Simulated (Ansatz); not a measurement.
LaGe$_{2}$Ru$_{2}$ in space group I4/mmm (No. 139; La on 2a, Ge on 4e, Ru on 4d), PBE in the plane-wave PAW code Ansatz, all energies at zero smearing, with the estimated change up to a 700 eV cutoff added, with one set of potentials and settings (totals compare only within such a set). Cell of 5 atoms (1 La, 2 Ge, 2 Ru): -26601.070 eV.

```
element                reference phase  E (eV/atom)
-------  -----------------------------  -----------
La       P6_3/mmc, 4 atoms in the cell   -6250.3045
Ge          Fd-3m, 2 atoms in the cell   -4294.9907
Ru       P6_3/mmc, 2 atoms in the cell   -5878.7331
```

Formation energy per atom, worked out: (-26601.070 − 1×(-6250.3045) − 2×(-4294.9907) − 2×(-5878.7331))/5 = -0.664 eV/atom (-64 kJ per mol of atoms), at 0 K, without zero-point energy or fitted corrections.

The workflow started from a Materials Project entry (that database holds measured and hypothetical structures alike); the Crystallography Open Database copy checked does not list it. Its standing as an ambient phase is unchecked. The PBE relaxation kept the symmetry of its start; its stability against distortions is not shown here. The run is not spin-polarised. The references are the lowest solids computed at this level, not always the standard phases. Spin–orbit coupling is left out wherever it is not named.

Potentials: the earlier of the program's two PAW sets.
